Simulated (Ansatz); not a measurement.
The relaxed structure here is a generated cell of Nb: the first start was made by placing the elements on the sites of a structure type, and the end was not matched to a known phase here, so it may be hypothetical. Known forms of Nb include space group No. 229.

A relaxed cell of Nb (Pm-3m (No. 221)), relaxed on a k-mesh at least as fine as the one used below. Method: PBEsol (plane waves to 420 eV, PAW, scalar-relativistic; Ansatz, a first-principles code). Γ-centred k-mesh 12×12×12 on the run's cell (coarser than for final values), Fermi–Dirac smearing 0.05 eV.

```
Nb
1.0
    5.37044     0.00000     0.00000
    2.68522     2.68522     0.00000
    0.00000     0.00000     2.68522
Nb
2
Direct
  0.00000   0.00000   0.00000
  0.50000   0.00000   0.00000
```

The atoms are displaced along an unstable phonon of this cell by (Å):

| atom | ux | uy | uz |
|---|---|---|---|
| Nb1 | 0.000 | 0.000 | 0.150 |
| Nb2 | 0.000 | 0.000 | -0.150 |

Task: What forces (eV/Å) and pressure result?

Result: 
```tsv
atom	Fx	Fy	Fz
Nb1	0.00	0.00	1.27
Nb2	0.00	0.00	-1.27
```

Pressure -1.4 GPa.

Task: Estimate the energy cost of the displacement in the harmonic approximation and compare with the calculation.

Result: For a harmonic well ΔE = −½ Σ F·u = -0.191 eV a cell, or -96 meV/atom. The calculated energy relative to the undisplaced cell is -0.10 eV/atom, so the harmonic estimate holds well.

The undisplaced cell is probably no minimum: from this displacement the run went on to Im-3m (No. 229), 1.02 eV/atom below it.

No spin polarisation in the result.
